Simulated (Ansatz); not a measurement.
Here is an unrelaxed guess for Ca₄Au.

```cif
data_structure
_symmetry_space_group_name_H-M 'Pm-3m'
_symmetry_Int_Tables_number 221
_cell_length_a 4.9441
_cell_length_b 4.9441
_cell_length_c 4.9441
_cell_angle_alpha 90.000
_cell_angle_beta 90.000
_cell_angle_gamma 90.000
_cell_volume 120.86
loop_
_atom_site_label
_atom_site_type_symbol
_atom_site_symmetry_multiplicity
_atom_site_Wyckoff_symbol
_atom_site_fract_x
_atom_site_fract_y
_atom_site_fract_z
_atom_site_occupancy
Ca1 Ca 3 c 0.00000 0.50000 0.50000 1
Ca2 Ca 1 a 0.00000 0.00000 0.00000 1
Au1 Au 1 b 0.50000 0.50000 0.50000 1
```

Level of theory: DFT PBE, scalar-relativistic, plane waves, PAW in Ansatz. Plane waves to 420 eV, a k mesh through Γ of 4×4×4 on the computed 5-atom cell and Gaussian smearing (0.10 eV); no spin polarisation.

Energies over the elements count from the elements' standard structures at the same level, with no fitted energy shifts.

Task: Estimate its pressure, forces and energy as it stands.

Result: The pressure is 29.9 GPa (it wants to expand), the largest force is 0.00 eV/Å (symmetry fixes the atoms), and the energy is +0.63 eV/atom against the elements. The shortest distance is 2.47 Å.

Task: Is it a good guess?

Result: A rough one: relaxing gains about 0.95 eV/atom (the start's value is from the coarse mesh, so the gain is rough) in 12 ionic steps and ends at −0.32 eV/atom on the finer mesh. The symmetry stays Pm-3m (No. 221). The volume per atom grows by 61.8 %, from 24.2 to 39.1 Å³. The shortest distance goes from 2.47 Å (Ca–Au) to 2.90 Å (Ca–Au). Conventional cell: a = 5.804 Å. Ca on a site of symmetry 4/mmm is surrounded by 2 Au at 2.90 Å and 12 Ca at 4.10 Å; Ca on a site of symmetry m-3m has 12 Ca at 4.10 Å; Au is surrounded by 6 Ca at 2.90 Å.

The last run used an 8×8×8 mesh for its 5-atom cell and Gaussian smearing of 0.10 eV. Spin–orbit coupling, which can matter for Au, is left out. The relaxation can't lower the symmetry of the start, and the grade says only how near the guess is to its own end. Symmetry constrained the relaxation, so the result can be a saddle point.
